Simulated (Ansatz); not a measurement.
Starting cell, KF (rock salt):

```yaml
crystal:
  lattice:
    - [0.00000, 5.31833, 5.31833]
    - [2.65916, 2.65916, 5.31833]
    - [2.65916, 2.65916, 0.00000]
  atoms:
    - { symbol: F, position: [0.00000, 0.00000, 0.00000] }
    - { symbol: F, position: [0.50000, 0.00000, 0.00000] }
    - { symbol: K, position: [0.00000, 0.50000, 0.50000] }
    - { symbol: K, position: [0.50000, 0.50000, 0.50000] }
```

A phonon eigenvector at X = (0.5, 0.5, 0.0) is frozen into this cell: atom i moves by Q times the vector below, so Q is the largest atomic displacement, in Å. The cell is held. It is one choice among 2 degenerate patterns. (q is in reciprocal vectors of the primitive cell; the cell shown is doubled to hold the pattern.)

```tsv
atom	x	y	z
F1	0.000	-1.000	0.000
F2	0.000	1.000	0.000
K3	0.000	-0.480	0.000
K4	0.000	0.480	0.000
```

Computed with r2SCAN (plane waves to 500 eV, PAW, scalar-relativistic; Ansatz, an electronic-structure program). k mesh 11×11×11 (Γ-centred), Fermi-Dirac smearing 0.05 eV. The energy includes the smearing's −TS. KF was relaxed with its symmetry unable to fall. ΔE is measured from the undisplaced structure.

| Q (Å) | ΔE (meV/cell) |
|---|---|
| -0.1000 | 43.1 |
| -0.0833 | 29.5 |
| -0.0667 | withheld |
| -0.0500 | 10.4 |
| -0.0333 | 4.6 |
| -0.0167 | 1.1 |
| 0.0000 | 0.0 |
| 0.0167 | 1.1 |
| 0.0333 | 4.6 |
| 0.0500 | 10.4 |
| 0.0667 | withheld |
| 0.0833 | 29.5 |
| 0.1000 | 43.1 |

Fit an even polynomial form (powers 2, 4) to the given rows and predict ΔE at Q = -0.0667.

Least squares on the 11 given rows: ΔE = (4114)·Q² + (19590)·Q⁴, in meV/cell with Q in Å; root-mean-square residual 0.02 meV/cell. At -0.0667 the fit gives 18.7 meV/cell; the calculation gives 18.7 meV/cell, the same to the digits shown. The quadratic term alone would give 18.3 meV/cell.

(For displaced atoms, the force is minus the slope of the energy, and its curvature is a force constant, which sets phonon frequencies.)
